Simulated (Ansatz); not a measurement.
ZnO (wurtzite), relaxed and computed with several functionals in Ansatz (plane waves, PAW).

```csv
functional,a (Å),c (Å),V (Å³/atom),gap (eV),B₀ by P(V) fit (GPa)
HSE06,3.250,5.222,11.94,2.51,145
r²SCAN,3.235,5.212,11.81,1.24,150
PBE,3.279,5.294,12.33,0.74,129
LDA,3.187,5.153,11.33,0.80,161
```

All cells were relaxed under the symmetry of their starts (and spin orders); stability against distortions was not tested throughout.

Potentials: the later of the program's two PAW sets.

Ansatz (an electronic-structure program) is a plane-wave DFT program.
